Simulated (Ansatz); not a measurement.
Zr₂Ge:
```
CELL_PARAMETERS angstrom
      4.86615     0.00000     0.00000
     -2.43308     4.21421     0.00000
      0.00000     0.00000     5.75107
ATOMIC_POSITIONS crystal
  Ge 0.33333 0.66667 0.25000
  Ge 0.66667 0.33333 0.75000
  Zr 0.00000 0.00000 0.00000
  Zr 0.00000 0.00000 0.50000
  Zr 0.33333 0.66667 0.75000
  Zr 0.66667 0.33333 0.25000
```

Relaxed with PBE. Special points in fractions of this cell's reciprocal vectors: Γ (0.000, 0.000, 0.000); M (0.500, 0.000, 0.000); K (0.333, 0.333, 0.000); A (0.000, 0.000, 0.500); L (0.500, 0.000, 0.500); H (0.333, 0.333, 0.500).

List the band energies nearest the Fermi level at these points for DFT-PBE in the program Ansatz with PAW potentials.

In eV from the Fermi level; about four levels below and three above (degenerate sets whole), none deeper than 8.9 eV; points with the same levels are listed once.

```tsv
k	below	above
Γ	-1.70 -1.70 -1.01 -1.01	1.09 1.69 1.69
M	-2.10 -1.10 -0.69 -0.48	0.34 0.53 0.93
K	-1.29 -0.45 -0.45 -0.38	0.30 0.83 0.83
A	-0.81 -0.81 -0.81 -0.81	0.71 0.71 2.90 2.90 2.90 2.90
L	-0.80 -0.80 -0.50 -0.50	0.62 0.62 1.18 1.18
H	-0.29 -0.29 -0.28 -0.28	0.18 0.18 0.86 0.86
```

Space group P6_3/mmc. A made-up cell: these elements were put on the sites of a structure type; neither database checked (COD, Materials Project) lists it. Whether it is the stable phase at ambient conditions was not checked. The PBE relaxation kept the symmetry of its start; its stability against distortions is not shown here. The run is not spin-polarised. Spin–orbit coupling is left out wherever it is not named.

Potentials: the later of the program's two PAW sets.
